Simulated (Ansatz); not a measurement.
Input and command of a plane-wave DFT calculation in Ansatz:

```yaml
crystal:
  lattice:
    - [3.0941201805, -2.9e-09, 0.0]
    - [-1.5470600877, 2.6795866801, 0.0]
    - [0.0, 0.0, 10.1293392025]
  atoms:
    - { symbol: Si, position: [0.6666666667, 0.3333333333, 0.9378441878] }
    - { symbol: Si, position: [0.3333333333, 0.6666666667, 0.4378441878] }
    - { symbol: Si, position: [0.0, 0.0, 0.6878995566] }
    - { symbol: Si, position: [0.0, 0.0, 0.1878995566] }
    - { symbol: C, position: [0.6666666667, 0.3333333333, 0.749807446] }
    - { symbol: C, position: [0.3333333333, 0.6666666667, 0.249807446] }
    - { symbol: C, position: [0.0, 0.0, 0.5004478097] }
    - { symbol: C, position: [0.0, 0.0, 0.0004478097] }
basis:
  ecutwfc: 420
  xc_grid: 2
kpoints:
  mp_grid: { grid: [12, 12, 4] }
  band_path: { path: [VBM, CBM], npoints: 2 }
hamiltonian:
  xc: pbe
scf:
  occupations: { method: gaussian, width: 0.01 }
output:
  forces: true
  stress: true
  eigenvalues: true
```

```bash
ansatz run input.yaml --threads 4 --pin off --max-ram 8192MiB --backend cpu --events-out ev --progress --plain --runs-dir out
```

Processor: Intel(R) Xeon(R) Processor @ 2.50GHz (Skylake/Cascade Lake), 4 threads, on a host shared with other jobs.

Q: How long does it run, and how much memory does it take?

A: About 12 s on 4 threads of Intel(R) Xeon(R) Processor @ 2.50GHz (Skylake/Cascade Lake), with other jobs on the host, peak memory 0.42 GiB. It solves 24 bands at 57 k points (the mesh reduced by the symmetry that the task leaves, which can be less than the crystal's) with about 1629 plane waves, in 6 SCF iterations.
